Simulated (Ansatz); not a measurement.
**Y, first-principles data**

Y:
```cif
data_Y
_chemical_formula_sum 'Y1'
_space_group_name_H-M_alt 'P 1'
_space_group_IT_number 1
_cell_length_a 3.49897
_cell_length_b 3.49897
_cell_length_c 3.49897
_cell_angle_alpha 109.471
_cell_angle_beta 109.471
_cell_angle_gamma 109.471
loop_
_space_group_symop_operation_xyz
  'x, y, z'
loop_
_atom_site_label
_atom_site_type_symbol
_atom_site_fract_x
_atom_site_fract_y
_atom_site_fract_z
_atom_site_occupancy
Y1 Y 0.00000 0.00000 0.00000 1
```

Space group Im-3m (No. 229), bcc (W type); conventional cell a = b = c = 4.0403 Å, α = β = γ = 90.00°.

Method: the program Ansatz at the PBE level (PAW). Geometry: relaxed at this level of theory. Other levels are named where they apply.

**Cell and energy**

| Quantity | Value |
|---|---|
| Volume per atom | 32.98 Å³ |
| Density | 4.48 g/cm³ |

**Electronic structure**

| Quantity | Value |
|---|---|
| Electronic character | metallic (no gap) |
| Density of states at the Fermi level | 2.7 states/eV per atom (mean over ±0.08 eV) |
| Gap with spin–orbit coupling | none (metallic) |

**Mechanics**

| Property | Value |
|---|---|
| Bulk modulus (Birch–Murnaghan fit) | 38.8 GPa |
| Pressure derivative B′ | 3.1 |
| Elastic constants (relaxed ions, GPa) | C11 = 28.6, C12 = 44.0, C44 = 23.9 |
| Mechanical stability | unstable (C has a negative eigenvalue) |

**Phonons**

| Item | Result |
|---|---|
| Dynamical stability on the path | unstable, down to 69i cm⁻¹ |

The cell is a constructed one: a structure type filled with these elements; neither database checked (COD, Materials Project) lists it. It is not the phase usual at ambient conditions (space group No. 194). The PBE relaxation kept the symmetry of its start. The run is not spin-polarised. As this level gives no gap, shear constants depend on the k-mesh and smearing (Fermi–Dirac, 0.1 eV here). As this level gives no gap, phonon frequencies hold no LO–TO term and depend on the k-mesh and smearing (Fermi–Dirac, 0.1 eV here). Scalar-relativistic: spin–orbit coupling is off unless named, which matters more the heavier the elements.

Potentials: the later of the program's two PAW sets.
